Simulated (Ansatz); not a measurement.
Property card for Si₂Ni

Si₂Ni:
```xyz
3
Lattice="0.0000 2.6742 2.6742 2.6742 0.0000 2.6742 2.6742 2.6742 0.0000" Properties=species:S:1:pos:R:3 pbc="T T T"
Si     1.3371     1.3371     1.3371
Si     4.0113     4.0113     4.0113
Ni     0.0000     0.0000     0.0000
```

Space group Fm-3m (No. 225), fluorite or antifluorite type; conventional cell a = b = c = 5.348 Å, α = β = γ = 90.00°.

Method: DFT-LDA in the program Ansatz with PAW potentials. Geometry: relaxed at this level of theory. Other levels are named where they apply.

### Cell and energy

```json
{
 "volume_per_atom": "12.75 Å³",
 "density": "4.99 g/cm³",
 "Formation energy from the elements (no fitted shifts)": "-45 kJ/mol of atoms"
}
```

### Electronic structure

```json
{
 "electronic_character": "metallic (no gap)",
 "Density of states at the Fermi level": "0.28 states/eV per atom (mean over ±0.08 eV)"
}
```

### Mechanics

```json
{
  "Bulk modulus (Birch–Murnaghan fit)": "1660 kbar",
  "Pressure derivative B′": "4.8",
  "Elastic constants (relaxed ions, GPa)": "C11 = 208, C12 = 147, C44 = 83.9",
  "mechanical_stability": "stable (all eigenvalues of C positive)",
  "hill_bulk_and_shear_moduli": "167 and 55.8 GPa",
  "Young's modulus": "151 GPa",
  "Poisson's ratio": "0.35",
  "debye_temperature_from_the_elastic_constants": "479 K"
}
```

### Phonons

```json
{
  "highest_zone_centre_frequency": "333 cm⁻¹",
  "zone_centre_stability": "no imaginary mode at Γ"
}
```

Symmetry was held in the LDA relaxation. No spin polarisation was allowed. As this level gives no gap, shear constants depend on the k-mesh and smearing (Fermi–Dirac, 0.1 eV here). As this level gives no gap, phonon frequencies hold no LO–TO term and depend on the k-mesh and smearing (Fermi–Dirac, 0.1 eV here). The references are the lowest solids computed at this level, not always the standard phases.

Potentials: the later of the program's two PAW sets.
